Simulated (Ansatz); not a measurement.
LiF (rock salt, Fm-3m), the program Ansatz at the PBEsol level (PAW). The conduction-band minimum lies at Γ, with 1 equivalent valley. Second derivatives d²E/dk² of the lowest band at one valley (eV·Å²), along Cartesian directions:

```csv
direction,d²E/dk²
[100],8.610
[010],8.610
[001],8.610
[110],8.609
[101],8.609
[011],8.609
```

Find the principal effective masses, the density-of-states mass and the conductivity mass.

Off-diagonal terms follow from H_xy = H[110] − (H_xx + H_yy)/2, and m*/mₑ = 7.620 eV·Å² over each eigenvalue: 0.88, 0.88, 0.89. One valley's DOS mass (m₁m₂m₃)^(1/3) = 0.89, conductivity mass 3/(Σ 1/mᵢ) = 0.89 mₑ.

What effective density of states Nc follows at 300 K for parabolic valleys?

Nc = 2.509e19 × 1 × (0.89)^(3/2) ≈ 2.1e19 cm⁻³.

The PBEsol relaxation kept the symmetry of its start.

Potentials: the earlier of the program's two PAW sets. The files were generated under PBE; for other functionals the program regenerates the frozen cores, and for LDA and PBEsol the local potential too.

Edges and masses are those of Kohn–Sham bands, whose gap is no quasiparticle gap.
